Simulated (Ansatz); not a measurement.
## CaTl₄O₃: from a guess to a relaxed structure

Method: DFT PBE, scalar-relativistic, plane waves, PAW (Ansatz). Cutoff 420 eV, Gaussian smearing, Γ-centred meshes. Cell and atoms relax first on a coarse mesh, the cell is then made exact in the group found at 0.06 to 0.08 Å, and last on a converged mesh; the steps can't lower the symmetry of their start. No spin polarisation.

The cell of CaTl₄O₃ is invented: random cell by space group and Wyckoff sites (P-6, No. 174). Lengths were set from tabulated atomic sizes, so they are only a guess.

```
CELL_PARAMETERS angstrom
5.86251 0.00000 0.00000
-2.93126 5.07708 0.00000
0.00000 0.00000 7.08386
ATOMIC_POSITIONS crystal
Ca 0.66667 0.33333 0.00000
Tl 0.10510 0.33072 0.50000
Tl 0.66928 0.77439 0.50000
Tl 0.22561 0.89490 0.50000
Tl 0.33333 0.66667 0.00000
O 0.70490 0.99197 0.00000
O 0.00803 0.71293 0.00000
O 0.28707 0.29510 0.00000
```

Formation energies are uncorrected and refer to the elements' standard structures at the same level (O₂ as a molecule).

**Question.** Where does the relaxation end?

**Answer.** The symmetry stays P-6 (No. 174). The volume per atom grows by 0.7 %, from 26.4 to 26.5 Å³. The shortest distance goes from 2.06 Å (Tl–O) to 2.18 Å (Ca–O). The ratio c/a of the conventional cell changes by a factor of 0.38. The end is written in a standard setting, so origin, axes and order of atoms can differ from the start's. Conventional cell: a = 8.110 Å, c = 3.727 Å. Ca is surrounded by 3 O at 2.18 Å; Tl on a site of symmetry m has 2 O at 2.37 Å and 4 Tl at 3.34–3.46 Å; Tl on a site of symmetry -6 has 3 O at 2.86 Å, 6 Tl at 3.46 Å and 2 Tl at 3.73 Å; O has 1 Ca at 2.18 Å, 2 Tl at 2.37 Å and 1 Tl at 2.86 Å.

```cif
data_structure
_symmetry_space_group_name_H-M 'P-6'
_symmetry_Int_Tables_number 174
_cell_length_a 8.1105
_cell_length_b 8.1105
_cell_length_c 3.7267
_cell_angle_alpha 90.000
_cell_angle_beta 90.000
_cell_angle_gamma 120.000
_cell_volume 212.30
loop_
_atom_site_label
_atom_site_type_symbol
_atom_site_symmetry_multiplicity
_atom_site_Wyckoff_symbol
_atom_site_fract_x
_atom_site_fract_y
_atom_site_fract_z
_atom_site_occupancy
Ca1 Ca 1 e 0.66667 0.33333 0.00000 1
Tl1 Tl 3 k 0.20515 0.26089 0.50000 1
Tl2 Tl 1 c 0.33333 0.66667 0.00000 1
O1 O 3 j 0.63903 0.05152 0.00000 1
```

**Question.** Give its energy and gap.

**Answer.** The formation energy is −0.88 eV/atom and the gap on the 6×6×8 mesh of the 8-atom cell is 0 eV (the bands overlap slightly).

The last run used Gaussian smearing of 0.10 eV. These runs have no spin–orbit coupling, which can matter for Tl. The zero gap may come from the functional, which often closes small gaps. A structure relaxed within its symmetry needn't be a true minimum. Another cell of the same search, in R-3m, lies 295 meV/atom lower, so this cell isn't the stable form at this level.
